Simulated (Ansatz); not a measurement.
CdS (zinc blende)

```xyz
4
Lattice="0.0000 5.9266 5.9266 2.9633 2.9633 5.9266 2.9633 2.9633 0.0000" Properties=species:S:1:pos:R:3 pbc="T T T"
S      4.4450     4.4450     4.4450
S      4.4450     7.4083     7.4083
Cd     0.0000     0.0000     0.0000
Cd     2.9633     5.9266     2.9633
```

The atoms are displaced by Q × the pattern below (from a DFPT mode at X = (0.5, 0.5, 0.0), largest move 1; Q in Å), at fixed cell. It is one choice among 2 degenerate patterns. (q is in reciprocal vectors of the primitive cell; the cell shown is doubled to hold the pattern.)

```csv
atom,x,y,z
S1,0.000,-1.000,0.000
S2,0.000,1.000,0.000
Cd3,0.185,0.000,0.000
Cd4,-0.185,0.000,0.000
```

Computed with PBE (plane waves to 420 eV, PAW, scalar-relativistic; Ansatz, a program for electronic structure). k mesh 10×10×10 (Γ-centred), Fermi-Dirac smearing 0.05 eV. CdS was relaxed with its symmetry unable to fall. 

```csv
Q (Å),−dE/dQ from forces (eV/Å)
-0.180,3.133
-0.150,2.605
-0.120,2.080
-0.090,1.557
-0.060,1.037
-0.030,0.518
0.000,0.000
0.030,-0.518
0.060,-1.037
0.090,-1.557
0.120,-2.080
0.150,-2.605
0.180,-3.133
```

### Question
What harmonic wavenumber does the curvature at Q = 0 give?

### Answer
256 cm⁻¹. E″ = 17.27 eV/Å², M = Σ mᵢ|uᵢ|² = 71.8 u, ν̃ = 521.5·√(|E″|/M).

(For displaced atoms, the force is minus the slope of the energy, and its curvature is a force constant, which sets phonon frequencies.)
